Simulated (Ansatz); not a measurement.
Relaxed polymorphs of TiB₂. Calculation: r2SCAN (plane waves to 500 eV, PAW, scalar-relativistic; Ansatz, a quantum-chemistry and plane-wave program). One row is withheld; estimate it from its structure type, its coordination and the trend of the others.

```
structure                                                       coordination  E − E(first row) (eV/atom)  V (Å³/atom)
--------------------------------------------------------------  ------------  --------------------------  -----------
P6/mmm, hP3, AFLOW prototype AB2_hP3_191_a_d (C32, as in AlB2)             –                        0.00         8.51
P-62m, hP9                                                                 –                        0.83        11.10
I4₁/amd, tI12                                                              –                        0.02         8.45
P6₃mc, hP6                                                                 –                        0.47         9.44
Fmm2, oF24                                                                 –                        0.30         9.12
Fd-3m, cF24, cubic Laves (MgCu2 type)                           B 6+6, Ti 12                           ?            ?
P1, aP9                                                                    –                        0.82        10.29
```

### Question
Complete the blanks.

### Answer

- Fd-3m, cF24, cubic Laves (MgCu2 type), E − E(first row) (eV/atom): 0.90
- Fd-3m, cF24, cubic Laves (MgCu2 type), V (Å³/atom): 8.33

The withheld cell: Fd-3m, origin choice 1 (No. 227), cF24, cubic Laves (MgCu2 type); a = 5.848 Å, b = 5.848 Å, c = 5.848 Å, α = 90.00°, β = 90.00°, γ = 90.00°; B 16d (0.625, 0.625, 0.625); Ti 8a (0.000, 0.000, 0.000). Coordination numbers (neighbours up to the widest gap in distance over summed covalent radii, below 1.35; n+m marks a second, longer set; metal–metal contacts left out).

1 run with a doubtful electronic state, a coarser numerical grid, an end not at rest or a source that can't be used is left out. Each run could gain symmetry but not lose that of its start, so entries can be saddle points. From databases, or of a type measured for this composition: P6/mmm, hP3, AFLOW prototype AB2_hP3_191_a_d (C32, as in AlB2); the others are generated cells (placed on structure types, drawn at random, substituted or restacked) that were not matched to a known phase here. Static energies at zero pressure. No spin polarisation in the result.
